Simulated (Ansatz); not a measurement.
Method: DFT PBE, scalar-relativistic, plane waves, PAW (Ansatz 0.2.0). All cells share a 420 eV cutoff and Γ-centred k meshes spaced at most about 0.3 Å⁻¹ (about 0.25 or finer for metals, 2π included). No spin polarisation in the final relaxations.

Temperature and zero-point effects are left out.

Compare these two cells of Ag3SnSe, each relaxed at this level.

A.

```
CELL_PARAMETERS angstrom
5.60367 0.00000 0.00000
-2.80184 4.85292 0.00000
0.00000 0.00000 5.77122
ATOMIC_POSITIONS crystal
Ag 0.50000 0.00000 0.50000
Ag 0.00000 0.50000 0.50000
Ag 0.50000 0.50000 0.50000
Sn 0.00000 0.00000 0.00000
Se 0.00000 0.00000 0.50000
```

B.

```
CELL_PARAMETERS angstrom
4.05163 0.00000 0.00000
0.00000 4.05163 0.00000
0.00000 0.00000 6.99720
ATOMIC_POSITIONS crystal
Ag 0.00000 0.50000 0.93935
Ag 0.50000 0.00000 0.93935
Ag 0.00000 0.00000 0.62249
Sn 0.00000 0.00000 0.22959
Se 0.50000 0.50000 0.62923
```

Question: Which is lower in energy, and by how much?

Answer: B is lower, by 0.38 eV/atom. A has space group P6/mmm (No. 191), 31.4 Å³/atom and no gap on its mesh; B has space group P4mm (No. 99), 23.0 Å³/atom and no gap. The denser one is the lower, and pressure would at first widen the difference. Even the lower one lies +0.08 eV/atom against the reference forms of the elements (uncorrected), so neither is stable at this level. In A, Ag is surrounded by 4 Ag at 2.80 Å and 2 Se at 2.80 Å; around Sn lie 2 Se at 2.89 Å and 12 Ag at 4.02 Å; Se is surrounded by 6 Ag at 2.80 Å and 2 Sn at 2.89 Å. In B, around Ag on a site of symmetry 2mm lie 6 Ag at 2.86–3.00 Å, 2 Sn at 2.87 Å and 2 Se at 2.97 Å; Sn has 5 Ag at 2.75–2.87 Å; Se has 8 Ag at 2.87–2.97 Å; 1 more site not described. Both come from invented guesses.

Cells relaxed within their symmetry can be saddle points.
